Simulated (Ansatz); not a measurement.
Data:

MgS (rock salt)

```yaml
crystal:
  lattice:
    - [0.00000, 2.60155, 2.60155]
    - [2.60155, 0.00000, 2.60155]
    - [2.60155, 2.60155, 0.00000]
  atoms:
    - { symbol: S, position: [0.00000, 0.00000, 0.00000] }
    - { symbol: Mg, position: [0.50000, 0.50000, 0.50000] }
```

This relaxed cell (volume V₀) is scaled evenly in all directions, its shape held. Symmetry pins the atoms to their sites.

All values below come from r2SCAN (plane waves to 500 eV, PAW, scalar-relativistic; Ansatz, a quantum-chemistry and plane-wave program). k mesh 12×12×12 (Γ-centred), Fermi-Dirac smearing 0.05 eV. E stands for the smeared free energy. Stress and pressure are positive under compression. MgS was relaxed with its symmetry unable to fall. ΔE is measured from the relaxed starting cell.

The scan covers V/V₀ from 0.900 to 1.100 in 9 points.

**Question.** What is ΔE at V/V₀ = 0.900?

**Answer.** 52.3 meV/atom.

**Question.** What is ΔE at V/V₀ = 1.100?

**Answer.** 37.3 meV/atom.

**Question.** What pressure does the cell carry at V/V₀ = 0.900?

**Answer.** 10.4 GPa.

(A scan under strain: stresses follow from slopes of the energy per volume, elastic moduli from its curvatures.)
